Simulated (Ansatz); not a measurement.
Sensitivity of the gradients in KBr with Ba replacing K to the input

Cell: a supercell of KBr (rock salt type, Fm-3m) built from an entry of the Crystallography Open Database (COD), with all atoms left at the host's positions.

```cif
data_K26BaBr27
_symmetry_space_group_name_H-M 'Fm-3m'
_symmetry_Int_Tables_number 225
_cell_length_a 19.8000
_cell_length_b 19.8000
_cell_length_c 19.8000
_cell_angle_alpha 90.000
_cell_angle_beta 90.000
_cell_angle_gamma 90.000
loop_
_atom_site_label
_atom_site_type_symbol
_atom_site_symmetry_multiplicity
_atom_site_Wyckoff_symbol
_atom_site_fract_x
_atom_site_fract_y
_atom_site_fract_z
Ba Ba 4 a 0.0000 0.0000 0.0000
K2 K 48 h 0.1667 0.1667 0.0000
K5 K 32 f 0.3333 0.1667 0.1667
K15 K 24 e 0.5000 0.5000 0.3333
Br28 Br 32 f 0.1667 0.1667 0.1667
Br30 Br 24 e 0.5000 0.5000 0.1667
Br32 Br 48 i 0.5000 0.3333 0.3333
Br41 Br 4 b 0.5000 0.5000 0.5000
```

One atom of each set is listed; the run and its k-mesh use a cell of 54 atoms with edges of 14.00, 14.00, 14.00 Å.

Reference run. The numbers come from a DFT calculation in Ansatz (PBE, plane waves and PAW, scalar-relativistic, collinear spin, 420 eV cutoff, Γ-centred 2×2×2 k-points, Fermi–Dirac smearing 0.01 eV). Start moments as typed (μB): 1 on each Ba, none on the rest.

Problem. The input is changed as follows: `scf.mixing.preconditioner`: not typed → local_kerker; `scf.occupations.width`: 0.01 → not typed; `scf.occupations.method`: fermi_dirac → tetrahedron. What happens to V_zz (10²¹ V/m²) and η?

Solution. 

| site | V_zz reference | η reference | V_zz changed | η changed |
| --- | --- | --- | --- | --- |
| Ba | 0.00 | – | 0.00 | – |
| K2 | -0.22 | 0.04 | -0.22 | 0.04 |
| K15 | 0.28 | 0.00 | 0.28 | 0.00 |
| Br28 | 0.39 | 0.00 | 0.45 | 0.00 |
| Br30 | 3.05 | 0.00 | 3.07 | 0.00 |
| Br32 | 0.55 | 0.45 | 0.59 | 0.36 |

The largest change of V_zz is on Br28, from 0.39 to 0.45. In per cent, |V_zz| changes by +1 on Br (all sites that start above 2). Other sites with |V_zz| of 0.02 or less aren't listed. SCF iterations: 22 and 15. New warnings: band table not solved further, stability check not made, tetrahedron derivatives may miss energy slope.

On the reference run: The defect repeats with the cell of 54 atoms, so it feels its images: sites between two images don't show the values beside a lone defect, and zeros or small values of η there can come from the images' arrangement. The defect cell has no gap above 0.1 eV on its mesh, so the values can hang on the smearing and the k-mesh. Without spin–orbit coupling (the program notes it for Ba) the gradients can shift somewhat, as the gap is small. The start moments die out, and the run ends without spin. The neighbours have not yet relaxed around the defect (largest force 0.23 eV/Å), so a real crystal will differ.
